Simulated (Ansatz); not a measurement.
Here is the system:

Ni5Ge3:
```cif
data_Ge12Ni20
_chemical_formula_sum 'Ni20 Ge12'
_space_group_name_H-M_alt 'C2/c'
_space_group_IT_number 15
_space_group_name_Hall '-C 2yc'
_cell_length_a 10.72407
_cell_length_b 6.67508
_cell_length_c 6.30974
_cell_angle_alpha 90.000
_cell_angle_beta 120.947
_cell_angle_gamma 90.000
loop_
_atom_site_label
_atom_site_type_symbol
_atom_site_symmetry_multiplicity
_atom_site_Wyckoff_symbol
_atom_site_fract_x
_atom_site_fract_y
_atom_site_fract_z
_atom_site_occupancy
Ni1 Ni 8 f 0.07297 0.74341 0.14568 1
Ni2 Ni 4 d 0.25000 0.25000 0.50000 1
Ni3 Ni 8 f 0.17370 0.08630 0.08584 1
Ge1 Ge 4 e 0.00000 0.10361 0.25000 1
Ge2 Ge 8 f 0.15109 0.43364 0.04879 1
```
(The calculation used a cell of 16 atoms; values per cell refer to that cell.)

This is the r²SCAN-relaxed structure.

**Question.** All from r²SCAN (plane waves, PAW; program Ansatz), unless another level is named. Give the electronic character.

**Answer.** metallic (no gap).

**Question.** Next, the formation energy from the elements (no fitted shifts)?

**Answer.** -272 meV/atom.

**Question.** And the density of states at the Fermi level?

**Answer.** 0.56 states/eV per atom (mean over ±0.08 eV).

The workflow started from a Materials Project entry (that database holds measured and hypothetical structures alike); the Crystallography Open Database copy checked does not list it. Its standing as an ambient phase is unchecked. The cell was relaxed with r²SCAN under the symmetry of its start; whether a distortion lowers the energy is not shown. No spin polarisation was allowed. The references are the lowest solids computed at this level, not always the standard phases. Spin–orbit coupling is left out wherever it is not named.

Potentials: the later of the program's two PAW sets.
